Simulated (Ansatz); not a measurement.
BeS:
```
CELL_PARAMETERS angstrom
      3.39909     0.00000     0.00000
     -1.69954     2.94370     0.00000
      0.00000     0.00000     7.67276
ATOMIC_POSITIONS crystal
  Be 0.50000 0.00000 0.00000
  Be 0.00000 0.50000 0.33333
  Be 0.50000 0.50000 0.66667
  S  0.50000 0.00000 0.50000
  S  0.00000 0.50000 0.83333
  S  0.50000 0.50000 0.16667
```

Tensor components refer to the Cartesian frame of this cell.

Q: Give the high-frequency dielectric tensor and the Born effective charge tensors of the independent atoms from DFPT, DFT-LDA in the program Ansatz with PAW potentials.

A: 
ε∞:
```
6.94  0.00  0.00
0.00  6.94  0.00
0.00  0.00  7.56
```
Z* of atom 1 (Be), rows: field, columns: displacement, in e:
```
1.40  0.00  0.00
0.00  2.25  0.00
0.00  0.00  1.83
```
Z* of atom 4 (S), rows: field, columns: displacement, in e:
```
-1.54   0.00   0.00
 0.00  -2.11   0.00
 0.00   0.00  -1.83
```

Space group P6_422. The start of the workflow was typed in or built on a structure type; neither database checked (COD, Materials Project) lists it. COD files the formula under space group No. 216. Whether it is the stable phase at ambient conditions was not checked. The LDA relaxation kept the symmetry of its start; whether a distortion lowers the energy is not shown.

Potentials: the later of the program's two PAW sets.
